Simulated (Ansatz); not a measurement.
BiAu2 (cubic Laves (MgCu2 type), space group No. 227) at seven volumes, r²SCAN in the plane-wave PAW code Ansatz, scaled uniformly. One row is withheld.

```tsv
V (Å³/atom)	P (GPa)
19.600	13.50
20.246	8.12
20.892	3.67
21.539	0.00
22.185	?
22.831	-5.49
23.477	-7.52
```

**Question.** Fit the shown pressures and predict the withheld one.

**Answer.** Third-order Birch–Murnaghan: P = (3/2)B₀(x^(7/2) − x^(5/2))[1 + (3/4)(B′ − 4)(x − 1)] with x = (V₀/V)^(2/3). Least squares on the six rows gives V₀ = 21.540 Å³/atom, B₀ = 110.5 GPa, B′ = 5.47. At V = 22.185, x = 0.9805 and P = -3.01 GPa. The run itself gave -3.02 GPa.

Space group Fd-3m (cubic Laves (MgCu2 type)). The workflow started from an entry of the Crystallography Open Database (COD). Its standing as an ambient phase is unchecked. The cell was relaxed with r²SCAN under the symmetry of its start; its stability against distortions is not shown here. Scalar-relativistic: spin–orbit coupling is off unless named, which matters more the heavier the elements.

Potentials: the later of the program's two PAW sets.
